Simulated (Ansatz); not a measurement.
# Frozen normal mode in KCaHfSbO6

Level of theory: DFT PBEsol, scalar-relativistic, plane waves, PAW in Ansatz. Settings: plane waves to 420 eV, k-mesh 6×6×6 (Γ-centred), Gaussian smearing 0.05 eV. Spin–orbit coupling is left out, which can shift energies with elements as heavy as these. No spin polarisation. Energies are free energies at this smearing, counted from the undisturbed cell; pressure is positive in compression.

Reference structure (relaxed at this level; it needn't be the usual structure):

```
K Ca Hf Sb O
1.0
     0.00000    4.01949    4.01949
     4.01949    0.00000    4.01949
     4.01949    4.01949    0.00000
K Ca Hf Sb O
1 1 1 1 6
Direct
  0.25000 0.25000 0.25000
  0.75000 0.75000 0.75000
  0.00000 0.00000 0.00000
  0.50000 0.50000 0.50000
  0.74529 0.25471 0.25471
  0.25471 0.74529 0.74529
  0.74529 0.74529 0.25471
  0.25471 0.25471 0.74529
  0.25471 0.74529 0.25471
  0.74529 0.25471 0.74529
```

A zone-centre mode of this cell is frozen in: each atom moves by x times its row below, so x is the largest displacement.
```
atom ux uy uz
  K1   0.000   0.000   0.000
 Ca2  -0.226  -0.007  -0.007
 Hf3   0.008   0.000   0.000
 Sb4  -0.018  -0.001  -0.001
  O5   0.035   0.035   0.035
  O6   0.035  -0.026  -0.026
  O7   0.104  -0.978   0.001
  O8   0.165   0.986   0.001
  O9   0.165   0.001   0.986
 O10   0.104   0.001  -0.978
```

```
  x (Å)  ΔE (meV/cell) force along the mode (eV/Å) pressure (GPa)
-0.2000          719.0                         7.34             0.4
-0.1000          177.0                         3.56             0.1
 0.0000            0.0                         0.00             0.0
 0.0500           44.1                        -1.77             0.0
 0.1500          400.7                        -5.40             0.2
 0.2000          718.9                        -7.34             0.4
```

Cost: 6 runs of about 5.5 core-minutes in all, on Arm Neoverse V1 (shared hosts).